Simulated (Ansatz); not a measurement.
**NiMoIrPdW: changing the pressure**

The cell as given:

```
Ni Mo Pd Ir W
1.0
     2.77046    0.00000    0.00000
    -1.38523    2.39928    0.00000
     0.00000    0.00000   21.88122
Ni Mo Pd Ir W
2 2 2 2 2
Direct
  0.33333 0.66667 0.04433
  0.66667 0.33333 0.95562
  0.66667 0.33333 0.34270
  0.66667 0.33333 0.76320
  0.33333 0.66667 0.44768
  0.33333 0.66667 0.65723
  0.33333 0.66667 0.23988
  0.33333 0.66667 0.86050
  0.66667 0.33333 0.13646
  0.66667 0.33333 0.55240
```

The cell comes from a database or a generator and needn't be the stable form of this composition.

Kept alike: task relaxation of cell and atoms; functional PBE; k mesh 8 × 8 × 1; occupations fermi-dirac, width 0.05 eV; collinear spin, ferromagnetic start. Program: Ansatz, Ansatz PAW, cutoff 420 eV. The mesh is that of the run's cell of 10 atoms. No spin-orbit coupling.

| pressure, P (GPa) | volume (Å³/atom) | first edge of the run's cell (Å) | third edge of the run's cell (Å) |
| --- | --- | --- | --- |
| 2 | 14.424 | 2.761 | 21.853 |
| 5 | 14.261 | 2.750 | 21.767 |
| 10 | 14.012 | 2.735 | 21.633 |
| 20 | 13.578 | 2.707 | 21.401 |

The relaxations keep at least the cell's symmetry (P3m1). For a metal such a mesh leaves the last digits unconverged. The runs follow the start's structure, whether or not it is the stable one at these pressures. P is the pressure aimed at, which the runs meet within some hundredths to tenths of a GPa. The moments vanished: the runs ended non-magnetic.

The volume falls from 14.424 to 13.578 Å³/atom between 2 and 20 GPa. The volume falls ever more slowly, since the solid stiffens under load. The first edge of the run's cell falls from 2.761 to 2.707 Å between 2 and 20 GPa. The third edge of the run's cell falls from 21.853 to 21.401 Å between 2 and 20 GPa.
